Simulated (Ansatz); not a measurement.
NbSiAs in space group P4/nmm (No. 129; As on 2c, Si on 2a, Nb on 2c) under volume change, plane-wave PAW r²SCAN (Ansatz code), shape and atoms relaxed at each volume.

| V (Å³/atom) | E − E(relaxed) (meV/atom) | P (GPa) |
|---|---|---|
| 14.742 | 77.7 | 18.58 |
| 15.228 | 32.6 | 11.35 |
| 15.714 | 7.7 | 5.22 |
| 16.200 | 0.0 | 0.00 |
| 16.686 | 6.9 | -4.42 |
| 17.172 | 26.1 | -8.14 |
| 17.658 | 55.6 | -11.21 |

What does a third-order Birch–Murnaghan fit give for V₀, B₀ and B′?

V₀ = 16.20 Å³/atom, B₀ = 159 GPa, B′ = 4.6.

The workflow started from an entry of the Crystallography Open Database (COD). Its standing as an ambient phase is unchecked. Symmetry was held in the r²SCAN relaxation; whether a distortion lowers the energy is not shown. No spin polarisation was allowed.

Potentials: the later of the program's two PAW sets.
